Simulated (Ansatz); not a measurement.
MgCrF6 (space group R-3)

```xyz
8
Lattice="2.5117 1.4501 4.4001 -2.5117 1.4501 4.4001 0.0000 -2.9003 4.4001" Properties=species:S:1:pos:R:3 pbc="T T T"
Mg     0.0000     0.0000     6.6002
Cr     0.0000     0.0000     0.0000
F     -1.5949    -0.2810     7.7430
F      1.5949     0.2810     5.4573
F      0.5541     1.5218     7.7430
F     -0.5541    -1.5218     5.4573
F      1.0408    -1.2407     7.7430
F     -1.0408     1.2407     5.4573
```

The volume is varied about the relaxed value V₀ at fixed cell shape. The atoms relax within the cell's symmetry.

These are r2SCAN (plane waves to 500 eV, PAW, scalar-relativistic; Ansatz, a first-principles code) values and carry that method's errors. k mesh 8×8×8 (Γ-centred), Fermi-Dirac smearing 0.05 eV. E stands for the smeared free energy. MgCrF6 is run spin-polarised and with no Hubbard U. MgCrF6 was relaxed with its symmetry unable to fall. Relaxed MgCrF6 ends ferromagnetic. Other magnetic orders were not checked, so this need not be the ground state. The zero of ΔE is the relaxed starting cell.

Q: What ΔE (eV/atom) does the calculation give at V/V₀ = 0.900, 0.960, 1.040, 1.060, 1.080?

A: 
```csv
V/V₀,ΔE (eV/atom)
0.900,0.0157
0.960,0.0021
1.040,0.0018
1.060,0.0038
1.080,0.0065
```

(A scan under strain: stresses follow from slopes of the energy per volume, elastic moduli from its curvatures.)
